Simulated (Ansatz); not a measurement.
Input:

CoGe:
```cif
data_CoGe
_chemical_formula_sum 'Ge1 Co1'
_space_group_name_H-M_alt 'P 1'
_space_group_IT_number 1
_cell_length_a 3.40499
_cell_length_b 3.40499
_cell_length_c 3.40499
_cell_angle_alpha 60.000
_cell_angle_beta 60.000
_cell_angle_gamma 60.000
loop_
_space_group_symop_operation_xyz
  'x, y, z'
loop_
_atom_site_label
_atom_site_type_symbol
_atom_site_fract_x
_atom_site_fract_y
_atom_site_fract_z
_atom_site_occupancy
Ge1 Ge 0.00000 0.00000 0.00000 1
Co1 Co 0.50000 0.50000 0.50000 1
```

This is the PBE-relaxed structure.

All from plane-wave PAW PBE (Ansatz code), unless another level is named. Estimate the electronic character.

metallic (no gap).

What about the formation energy from the elements (no fitted shifts)?

0.24 eV/atom.

Next, the density of states at the Fermi level?

0.74 states/eV per atom (mean over ±0.08 eV).

What about the gap with spin–orbit coupling?

none (metallic).

Space group Fm-3m (rock salt). A made-up cell: these elements were put on the sites of a structure type; neither database checked (COD, Materials Project) lists it. Whether it is the stable phase at ambient conditions was not checked. Symmetry was held in the PBE relaxation. At this level the phase is mechanically unstable. The workflow began spin-polarised and lost its moments. The references are the lowest solids computed at this level, not always the standard phases. Scalar-relativistic: spin–orbit coupling is off unless named, which matters more the heavier the elements.

Potentials: the later of the program's two PAW sets.
